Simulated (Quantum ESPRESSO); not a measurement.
# Moving one atom in Ti2TaO5F3

Calculated results; nothing here was measured. They come from pw.x of Quantum ESPRESSO 7.5, a plane-wave density functional program, with PseudoDojo standard norm-conserving files (v0.5 for PBE, v0.4.1 for LDA and PBEsol). The cells are made up: elements, strain and atom displacements were drawn at random, and nothing was relaxed. There is no spin polarisation, spin-orbit coupling or dispersion term.

The cell has 12 sites of a fluorite lattice. Sites 1 to 4 hold Ti empty Ti Ta; sites 5 to 12 hold O O O O O F F F. Cell vectors in Å: (4.783, -0.008, 0.021); (-0.008, 4.745, 0.034); (0.021, 0.034, 4.741). Settings: PBE, cutoff 1143 eV, 7 x 7 x 7 k mesh shifted by half a step, Fermi-Dirac smearing of 0.1 eV.

Each run shifts the F atom on site 10 along z and leaves all else fixed. Site 3 is one of its nearest neighbours. E is the free energy of the cell above the lowest run shown.

| run | shift (Å) | Fz on site 10 (eV/Å) | Fz on site 3 (eV/Å) | P (GPa) | E (meV) |
| --- | --- | --- | --- | --- | --- |
| 1 | -0.1001 | -0.218 | -0.716 | 22.32 | 0.0 |
| 3 | -0.0029 | -1.554 | -0.669 | 23.09 | 85.4 |
| 4 | 0.0215 | -1.906 | -0.665 | 23.36 | 127.6 |
| 5 | 0.0362 | -2.122 | -0.664 | 23.54 | 157.2 |
| 6 | 0.0718 | -2.659 | -0.667 | 24.01 | 242.2 |
| 7 | 0.1100 | -3.260 | -0.677 | 24.58 | 355.2 |
| 2 | -0.0869 | ? | ? | ? | ? |

A rerun of one of these cells at 1437 eV and k mesh 9 x 9 x 9 moved values by no more than 0.004 eV in the cell's energy, 0.04 GPa in stress and 0.003 eV/Å in force.

## Worked fit

A parabola through the six runs shown gives Fz on site 10 = -1.593 - 14.40 u - 6.7 u² eV/Å, with u in Å and a scatter of 0.003 eV/Å. Minus the slope, 14.40 ± 0.11 eV/Å², is this atom's force constant along z at u = 0, with its periodic images moving too. The fitted force does not vanish within the range. The error is the larger of the fit's own and the change that a cubic makes, rounded up.

## Withheld run

Question: what Fz on site 10 should run 2 give?

The fit gives -0.392 eV/Å. The calculation gave -0.395 eV/Å.

| run | shift (Å) | Fz on site 10 (eV/Å) | Fz on site 3 (eV/Å) | P (GPa) | E (meV) |
| --- | --- | --- | --- | --- | --- |
| 2 | -0.0869 | -0.395 | -0.706 | 22.39 | 4.0 |